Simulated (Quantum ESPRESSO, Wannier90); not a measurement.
Wannierisation of Zn2SeS (R3m)

```
Zn2SeS
1.0
   -1.95375     3.38399     0.00000
   -3.90750     0.00000     0.00000
   -1.95375     1.12800     6.38365
Zn Se S
2 1 1
Cartesian
  0.00000   0.00000   0.07157
  1.95375  -1.12800   3.12231
 -1.95375   1.12800  -0.80715
  0.00000   0.00000   2.40052
```

Cell from Materials Project (mp-1215446), symmetrised, no further relaxation. Not found in the COD (Crystallography Open Database) copy used; not checked further. Method: PBEsol plane waves in Quantum ESPRESSO 7.5 (PseudoDojo norm-conserving files, 69 Ry, spinors with spin-orbit coupling), Bloch states on a 4×4×4 mesh through Γ, Wannier90 4.0.1. Density: 10×10×10 mesh, cold smearing 0.01 Ry.

The plane-wave run has 106 bands and 62 electrons a cell. On the energy scale of pw.x, whose zero is arbitrary, the valence-band maximum lies at 8.13 eV.

Isolated groups of bands, relative to the valence-band maximum (bands from 63 on overlap up to the last one computed):

| bands | from (eV) | to (eV) | filling | weight on atomic waves |
|---|---|---|---|---|
| 1–4 | -125.13 | -124.99 | filled | Zn 3s 100 % |
| 5–8 | -81.50 | -81.37 | filled | Zn 3p 100 % |
| 9–16 | -78.44 | -78.30 | filled | Zn 3p 100 % |
| 17–20 | -47.52 | -47.51 | filled | Se 3d 100 % |
| 21–26 | -46.63 | -46.61 | filled | Se 3d 100 % |
| 27–30 | -13.52 | -12.33 | filled | Se 4s 43 %, S 3s 42 %, Zn 4s 10 % |
| 31–50 | -6.93 | -5.87 | filled | Zn 3d 93 % |
| 51–62 | -5.62 | 0.00 | filled | Se 4p 39 %, S 3p 38 %, Zn 3d 9 % |

Input w.win, without the blocks of cell, atoms and k-points (64 lines):

```
num_bands = 60
num_wann = 32
exclude_bands = 1-26,31-50
spinors = true
num_iter = 1000
conv_tol = 1.0e-6
conv_window = 4
dis_num_iter = 1000
dis_conv_tol = 1.0e-6
dis_froz_max = 10.89
dis_win_max = 18.18
write_hr = true
write_u_matrices = true
begin projections
f=-0.01665,0.00308,0.00850: s;p
f=-0.50918,-0.49423,0.48763: s;p
f=0.36732,0.36838,-0.12224: s;p
f=-0.12766,-0.12099,0.36864: s;p
end projections
mp_grid = 4 4 4
```

wannier90.x stops with:
```
dis_windows: Energy window contains fewer states than number of target WFs
```
At some k-point the outer window holds fewer bands than num_wann, so no subspace of that size can be extracted. Mended as below, all else unchanged, the run goes through (Ω_I = 48.5 Å²) and follows the plane-wave bands to 17 meV rms (states up to 2.3 eV relative to the valence-band maximum).
Remove the line dis_win_max = 18.18.
